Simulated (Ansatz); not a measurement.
## Coordination and ⁴⁹Ti quadrupole coupling in Na4Ti5O12

Cell: a computed structure from the Materials Project (it need not be an observed phase).

```cif
data_Na4Ti5O12
_symmetry_space_group_name_H-M 'P-3'
_symmetry_Int_Tables_number 147
_cell_length_a 5.3154
_cell_length_b 5.3154
_cell_length_c 9.5436
_cell_angle_alpha 90.000
_cell_angle_beta 90.000
_cell_angle_gamma 120.000
loop_
_atom_site_label
_atom_site_type_symbol
_atom_site_symmetry_multiplicity
_atom_site_Wyckoff_symbol
_atom_site_fract_x
_atom_site_fract_y
_atom_site_fract_z
Na1 Na 2 d 0.6667 0.3333 0.4005
Na3 Na 2 c 0.0000 0.0000 0.8099
Ti5 Ti 2 d 0.3333 0.6667 0.9720
Ti6 Ti 1 b 0.0000 0.0000 0.5000
Ti7 Ti 2 d 0.3333 0.6667 0.2823
O10 O 6 g 0.4275 0.0166 0.8778
O13 O 6 g 0.7632 0.0953 0.6213
```

One atom of each set is listed.

Method: Kohn–Sham DFT in Ansatz, PBE, plane waves and PAW, scalar-relativistic, 420 eV cutoff, Γ-centred 5×5×3 k-points, Fermi–Dirac smearing 0.02 eV.

Q(⁴⁹Ti) = 247.0 mb.

Task: Order the Ti environments from the weakest to the strongest quadrupole coupling.
A. Ti7: 6 O at 1.83–2.16 Å
B. Ti6: 6 O at 1.95 Å
C. Ti5: 6 O at 1.89–2.09 Å

Result: C (0.698 MHz, η = 0.00), A (3.53 MHz, η = 0.00), B (6.43 MHz, η = 0.00).

An axis of threefold or higher order runs through Ti5, Ti7 and Ti6, so V_zz lies along it and η is zero. Like point charges on the first shell alone (each adding as 1/d³) would give the same order, so the shape of the shell goes a long way to explain it.
